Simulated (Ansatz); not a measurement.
One crystal and one scan (generalised stacking-fault energy along a line) at two levels, PBE (plane waves to 420 eV, PAW, scalar-relativistic; Ansatz, an electronic-structure program) and r2SCAN (plane waves to 500 eV, PAW, scalar-relativistic; Ansatz), each from its own relaxed cell and on its own mesh. The cell shown is that of PBE.

LiCl (rock salt) is sheared across one {100} plane: the third cell vector gains the shift, so faults repeat every 7.7 Å. The cut lies between planes 2.58 Å apart; the cell height is held.

```
CELL_PARAMETERS angstrom
      3.64188     0.00000     0.00000
      0.00000     3.64188     0.00000
      1.82094     1.82094     7.72559
ATOMIC_POSITIONS crystal
  Cl 0.00000 0.00000 0.83333
  Cl 0.33333 0.33333 0.16667
  Cl 0.66667 0.66667 0.50000
  Li 0.50000 0.50000 0.83333
  Li 0.83333 0.83333 0.16667
  Li 0.16667 0.16667 0.50000
```

In-plane vectors a = (3.642, 0.000) Å, b = (0.000, 3.642) Å, area 13.26 Å². The shift is s times the vector a + b (length 5.150 Å), so s = 1 restores the start. The shift is rigid: no atom relaxes. γ = [E(shift) − E(0)] / area.

Energies are extrapolated to zero smearing. LiCl was relaxed with its symmetry unable to fall. Faults lie only 7.7 Å apart, and holding the cell height and the atoms raises γ above its relaxed value. Percentages come from the unrounded values. Both scans cover s from 0.000 to 0.917.

```
quantity                                                              PBE  r2SCAN     PBE − r2SCAN
------------------------------------------------------------------  -----  ------  ---------------
Lattice constant a (Å)                                              5.150   5.112  +0.038 (+0.7 %)
Band gap of the relaxed cell, no spin-orbit coupling (eV)            6.26    7.29    -1.03 (-14 %)
Highest computed γ on the line (J/m²)                                2.05    2.28    -0.23 (-10 %)
Steepest slope dγ/d(shift) before the first maximum (spline) (GPa)     13      15               -2
```

PBE gives the higher value for: lattice constant a. PBE gives the lower value for: band gap of the relaxed cell, no spin-orbit coupling; highest computed γ on the line. Both give the same position of the highest point: s = 0.500. Neither level is exact: the differences show how much the result hangs on the functional.

γ (J/m²), each from zero shift of its own level:

| s | PBE | r2SCAN |
|---|---|---|
| 0.000 | 0.00 | 0.00 |
| 0.083 | 0.08 | 0.09 |
| 0.167 | 0.34 | 0.37 |
| 0.250 | 0.78 | 0.86 |
| 0.333 | 1.34 | 1.48 |
| 0.417 | 1.84 | 2.04 |
| 0.500 | 2.05 | 2.28 |
| 0.583 | 1.84 | 2.04 |
| 0.667 | 1.34 | 1.48 |
| 0.750 | 0.78 | 0.86 |
| 0.833 | 0.34 | 0.37 |
| 0.917 | 0.08 | 0.09 |

(The slope of γ gives the shear force per area between the displaced halves; near zero shift its curvature is an elastic stiffness.)
